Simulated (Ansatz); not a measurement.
Level of theory: DFT PBE, scalar-relativistic, plane waves, PAW (Ansatz 0.2.0). All cells share a 420 eV cutoff and Γ-centred k meshes spaced at most about 0.3 Å⁻¹ (about 0.25 or finer for metals, 2π included). No spin polarisation in the final relaxations.

All energies are static (0 K, no zero-point motion). All come from trial cells, and lower structures may exist.

Problem. These unrelaxed guesses for Ge3Pd are each relaxed within their symmetry. Order them by the energy at which they end, lowest first.
A.

```
CELL_PARAMETERS angstrom
3.73851 0.00000 0.00000
-1.86926 3.23765 0.00000
0.00000 0.00000 6.20256
ATOMIC_POSITIONS crystal
Ge 0.29553 0.00000 0.50000
Ge 0.00000 0.29553 0.50000
Ge 0.70447 0.70447 0.50000
Pd 0.00000 0.00000 0.00000
```

B.

```
CELL_PARAMETERS angstrom
4.22980 0.00000 0.00000
0.00000 4.22980 0.00000
0.00000 0.00000 4.22980
ATOMIC_POSITIONS crystal
Ge 0.00000 0.50000 0.50000
Ge 0.50000 0.00000 0.50000
Ge 0.50000 0.50000 0.00000
Pd 0.00000 0.00000 0.00000
```

C.

```
CELL_PARAMETERS angstrom
3.49367 0.00000 0.00000
0.00000 3.49367 0.00000
0.00000 0.00000 5.84351
ATOMIC_POSITIONS crystal
Ge 0.50000 0.00000 0.19093
Ge 0.00000 0.50000 0.19093
Ge 0.00000 0.00000 0.56348
Pd 0.50000 0.50000 0.45996
```

D.

```
CELL_PARAMETERS angstrom
3.58241 0.00000 0.00000
0.00000 3.58241 0.00000
0.00000 0.00000 5.60184
ATOMIC_POSITIONS crystal
Ge 0.00000 0.00000 0.50000
Ge 0.50000 0.50000 0.00000
Ge 0.50000 0.50000 0.50000
Pd 0.00000 0.00000 0.00000
```

Solution. A (ends in P-62m, 0 meV/atom), D (ends in P4/mmm, 14 meV/atom), C (ends in P4mm, 31 meV/atom), B (ends in Pm-3m, Cu3Au (L1_2) type, 41 meV/atom). Even the lowest end lies +0.03 eV/atom against the elements.

For metals, differences of a few meV/atom aren't resolved. Cells relaxed within their symmetry can be saddle points. Some candidate types were left out of the draw beforehand, so a known form may be missing.
